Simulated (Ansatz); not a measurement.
RbBr:
```cif
data_Br4Rb4
_chemical_formula_sum 'Rb4 Br4'
_space_group_name_H-M_alt 'Fm-3m'
_space_group_IT_number 225
_space_group_name_Hall '-F 4 2 3'
_cell_length_a 6.92594
_cell_length_b 6.92594
_cell_length_c 6.92594
_cell_angle_alpha 90.000
_cell_angle_beta 90.000
_cell_angle_gamma 90.000
loop_
_atom_site_label
_atom_site_type_symbol
_atom_site_symmetry_multiplicity
_atom_site_Wyckoff_symbol
_atom_site_fract_x
_atom_site_fract_y
_atom_site_fract_z
_atom_site_occupancy
Rb1 Rb 4 a 0.00000 0.00000 0.00000 1
Br1 Br 4 b 0.50000 0.50000 0.50000 1
```
(The calculation used a cell of 2 atoms; values per cell refer to that cell.)

Relaxed with r²SCAN.

Task: Tabulate the valence density and the electron localisation function along the shortest Rb–Br contact (3.46 Å), plane-wave PAW r²SCAN (Ansatz code).

Result: 

```csv
distance from Rb (Å),density (e/Å³),ELF
0.35,1.90,0.39
0.52,2.13,0.75
0.69,1.69,0.86
0.87,1.02,0.88
1.04,0.51,0.81
1.21,0.24,0.56
1.39,0.12,0.14
1.56,0.07,0.04
1.73,0.07,0.06
1.90,0.11,0.31
2.08,0.18,0.67
2.25,0.31,0.81
2.42,0.54,0.86
2.60,0.87,0.88
2.77,1.15,0.81
2.94,1.09,0.45
3.12,0.65,0.04
```

The density is the valence pseudo-density with augmentation charge, so density and ELF within about 1 Å of a nucleus are not all-electron values.

The cell was relaxed with r²SCAN under the symmetry of its start; phonons on a q-mesh show no instability.

Potentials: the later of the program's two PAW sets.
